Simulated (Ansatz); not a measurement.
Cu$_{3}$Ge:
```yaml
crystal:
  lattice:
    - [4.15764, 0.00000, 0.00000]
    - [0.00000, 5.21767, 0.00000]
    - [0.00000, 0.00000, 4.50516]
  atoms:
    - { symbol: Cu, position: [0.00000, 0.50000, 0.16604] }
    - { symbol: Cu, position: [0.50000, 0.00000, 0.83396] }
    - { symbol: Cu, position: [0.50000, 0.24846, 0.33669] }
    - { symbol: Cu, position: [0.50000, 0.75154, 0.33669] }
    - { symbol: Cu, position: [0.00000, 0.25154, 0.66331] }
    - { symbol: Cu, position: [0.00000, 0.74846, 0.66331] }
    - { symbol: Ge, position: [0.50000, 0.50000, 0.82728] }
    - { symbol: Ge, position: [0.00000, 0.00000, 0.17272] }
```

Relaxed with PBEsol. Special points in fractions of this cell's reciprocal vectors: Γ (0.000, 0.000, 0.000); X (0.500, 0.000, 0.000); S (0.500, 0.500, 0.000); Y (0.000, 0.500, 0.000); Z (0.000, 0.000, 0.500); U (0.500, 0.000, 0.500); R (0.500, 0.500, 0.500); T (0.000, 0.500, 0.500).

List the band energies nearest the Fermi level at these points for PBEsol with spin–orbit coupling in the plane-wave PAW code Ansatz.

In eV from the Fermi level; about four levels below and three above (degenerate sets whole), none deeper than 8.9 eV; points with the same levels are listed once.

```
k                    below                above
-  -----------------------  -------------------
Γ  -1.58 -1.58 -0.85 -0.85  0.66 0.66 1.26 1.26
X  -1.13 -1.13 -1.13 -1.13  1.59 1.59 1.59 1.59
S  -2.33 -2.33 -2.33 -2.33  0.03 0.03 0.03 0.03
Y  -0.31 -0.31 -0.31 -0.31  1.29 1.29 1.29 1.29
Z  -1.55 -1.55 -0.62 -0.62  0.17 0.17 0.24 0.24
U  -1.79 -1.79 -1.79 -1.79  0.88 0.88 0.88 0.88
R  -2.07 -2.07 -2.07 -2.07  5.20 5.20 5.20 5.20
T  -2.30 -2.30 -2.30 -2.30  0.80 0.80 0.80 0.80
```

Space group Pmmn. The workflow started from a Materials Project entry (that database holds measured and hypothetical structures alike); the Crystallography Open Database copy checked does not list it. Its standing as an ambient phase is unchecked. The cell was relaxed with PBEsol under the symmetry of its start; whether a distortion lowers the energy is not shown. The run is not spin-polarised.

Potentials: the later of the program's two PAW sets.
